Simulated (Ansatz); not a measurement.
Starting cell, SnO$_{2}$ (rutile):

```yaml
crystal:
  lattice:
    - [4.76854, 0.00000, 0.00000]
    - [0.00000, 4.76854, 0.00000]
    - [0.00000, 0.00000, 3.21140]
  atoms:
    - { symbol: Sn, position: [0.00000, 0.00000, 0.00000] }
    - { symbol: Sn, position: [0.50000, 0.50000, 0.50000] }
    - { symbol: O, position: [0.30630, 0.30630, 0.00000] }
    - { symbol: O, position: [0.80630, 0.19370, 0.50000] }
    - { symbol: O, position: [0.19370, 0.80630, 0.50000] }
    - { symbol: O, position: [0.69370, 0.69370, 0.00000] }
```

In this cell atom 5 (O, nearest neighbour Sn at 2.066 Å; its periodic images, 3.2 Å or more away, move with it) is moved by s along Cartesian x, unit vector (1.000, 0.000, 0.000); all other atoms and the cell stay fixed.

Method: PBEsol (plane waves to 420 eV, PAW, scalar-relativistic; Ansatz, an electronic-structure program). k mesh 6×6×8 (Γ-centred), Fermi-Dirac smearing 0.05 eV. Energies are smeared free energies. SnO2 was relaxed with its symmetry unable to fall. The PAW data are Ansatz's earlier set. The zero of ΔE is the undisplaced structure.

```json
[
 {"s (Å)": "-0.410", "ΔE (meV/cell)": "937"},
 {"s (Å)": "-0.328", "ΔE (meV/cell)": "618"},
 {"s (Å)": "-0.246", "ΔE (meV/cell)": "withheld"},
 {"s (Å)": "-0.164", "ΔE (meV/cell)": "163"},
 {"s (Å)": "-0.082", "ΔE (meV/cell)": "42"},
 {"s (Å)": "0.000", "ΔE (meV/cell)": "0"},
 {"s (Å)": "0.082", "ΔE (meV/cell)": "44"},
 {"s (Å)": "0.164", "ΔE (meV/cell)": "179"},
 {"s (Å)": "0.246", "ΔE (meV/cell)": "411"},
 {"s (Å)": "0.328", "ΔE (meV/cell)": "746"},
 {"s (Å)": "0.410", "ΔE (meV/cell)": "1189"}
]
```

Task: Fit a polynomial form (powers 2, 3, 4) to the given rows and predict ΔE at s = -0.246.

Result: Least squares on the 10 given rows: ΔE = (6363)·s² + (1825)·s³ + (-233.9)·s⁴, in meV/cell with s in Å; root-mean-square residual 0.3 meV/cell. At -0.246 the fit gives 357 meV/cell; the calculation gives 358 meV/cell, so the interpolation is off by -1 (-0.3 %). The quadratic term alone would give 385 meV/cell.

(For displaced atoms, the force is minus the slope of the energy, and its curvature is a force constant, which sets phonon frequencies.)
